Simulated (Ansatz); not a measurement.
Input and command of a plane-wave DFT calculation in Ansatz:

```yaml
crystal:
  lattice:
    - [3.1417118408, 0.0, 0.0]
    - [-1.5708559204, 2.7208022655, 0.0]
    - [0.0, 0.0, 5.5435115552]
  atoms:
    - { symbol: Nb, position: [0.3333333333, 0.6666666667, 0.25] }
    - { symbol: Nb, position: [0.6666666667, 0.3333333333, 0.75] }
    - { symbol: H, position: [0.3333333333, 0.6666666667, 0.5947135222] }
    - { symbol: H, position: [0.6666666667, 0.3333333333, 0.0947135222] }
    - { symbol: H, position: [0.3333333333, 0.6666666667, 0.9052864778] }
    - { symbol: H, position: [0.6666666667, 0.3333333333, 0.4052864778] }
basis:
  ecutwfc: 500
kpoints:
  mp_grid: { grid: [12, 12, 8] }
hamiltonian:
  xc: r2scan
scf:
  occupations: { method: gaussian, width: 0.1 }
output:
  forces: true
  stress: true
  eigenvalues: true
relax:
  adjacent_minimum: "off"
  f_tol: 0.01
  max_steps: 80
  cell: { stress_tol: 0.05 }
```

```bash
ansatz run input.yaml --threads 1 --pin off --max-ram 2560MiB --backend cpu --events-out ev --progress --plain --runs-dir out
```

Processor: Arm Neoverse V1, 1 thread, on a host shared with other jobs.

Q: How long does it run, and how much memory does it take?

A: About 62 s on 1 thread of Arm Neoverse V1, on a shared host, peak memory 0.5 GiB. It solves 21 bands at 95 k points (the mesh reduced by the symmetry that the task leaves, which can be less than the crystal's) with about 1185 plane waves (on the last cell), in 32 SCF iterations over 5 ionic steps.
